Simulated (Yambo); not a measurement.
Yambo run on CsCl (CsCl type, space group Pm-3m, No. 221). The wavefunctions come from this Quantum ESPRESSO step (PBEsol, PseudoDojo standard norm-conserving files, scalar-relativistic):

```
&CONTROL
  calculation = 'nscf'
  pseudo_dir = './pseudo'
  outdir = './out'
/
&SYSTEM
  ibrav = 0
  nat = 2
  ntyp = 2
  ecutwfc = 58.0
  ecutrho = 232.0
  occupations = 'fixed'
  force_symmorphic = .true.
  nbnd = 127
/
&ELECTRONS
  conv_thr = 2e-09
  diago_full_acc = .true.
  diago_thr_init = 1e-08
/
ATOMIC_SPECIES
Cl 35.4500 Cl.upf
Cs 132.9055 Cs.upf
CELL_PARAMETERS angstrom
  4.065466002000   0.000000000000   0.000000000000
  0.000000000000   4.065466002000   0.000000000000
  0.000000000000   0.000000000000   4.065466002000
ATOMIC_POSITIONS crystal
Cl   0.500000000000   0.500000000000   0.500000000000
Cs   0.000000000000   0.000000000000   0.000000000000
K_POINTS automatic
4 4 4 0 0 0
```

Yambo input:

```
rim_cut
gw0
dyson
el_el_corr
HF_and_locXC
ppa
em1d
RandQpts= 1000000
RandGvec= 1 Ry
EXXRLvcs= 58 Ry
VXCRLvcs= 232 Ry
Chimod= "HARTREE"
% BndsRnXp
 1 | 124 |
%
NGsBlkXp= 8 Ry
% LongDrXp
 1.0 | 1.0 | 1.0 |
%
PPAPntXp= 27.2114 eV
% GbndRnge
 1 | 124 |
%
GTermKind= "BG"
DysSolver= "n"
ExtendOut
% QPkrange
 1 | 1 | 8 | 9 |
 3 | 3 | 8 | 9 |
 6 | 6 | 8 | 9 |
 10 | 10 | 8 | 9 |
%
```

k points by index: 1 = Γ, 3 = X, 6 = M, 10 = R.

Table of the .qp output:

```
#    K-point    Band    Eo [eV]    E [eV]    E-Eo [eV]    Vxc [eV]    Vnlxc [eV]    Sc|Eo [eV]    Sc|E [eV]    dSc/dw|Eo [eV]    Re(Z)    Im(Z)
#
    1    8    0.000000    -1.853257    -1.853257    -14.06644    -18.50354    2.152493    2.583844    -6.333173    0.811200    -0.001159
    1    9    5.229068    6.049298    0.820230    -7.929313    -3.750196    -3.227233    -3.358887    -4.367166    0.861704    -0.943990E-3
    3    8    -0.282779    -2.164691    -1.881912    -13.67486    -18.21521    2.217518    2.658436    -6.375073    0.810188    -0.001155
    3    9    6.340243    7.255354    0.915111    -8.233418    -3.714676    -3.450815    -3.603631    -4.543552    0.856917    -0.001035
    6    8    -0.088902    -1.952792    -1.863890    -13.97124    -18.49819    2.224645    2.663053    -6.400054    0.809585    -0.001171
    6    9    5.850720    6.719534    0.868814    -8.055017    -3.723598    -3.322821    -3.462605    -4.377586    0.861419    -0.945989E-3
    10    8    -1.236919    -3.208598    -1.971679    -12.49505    -17.21092    2.283599    2.744183    -6.356382    0.810640    -0.725213E-3
    10    9    8.609968    9.620800    1.010832    -10.67128    -5.832788    -3.634319    -3.827658    -5.204108    0.839455    -0.001008
```
(The two width columns are left out.) Convergence of these settings isn't established.

Geometry relaxed with PBEsol.
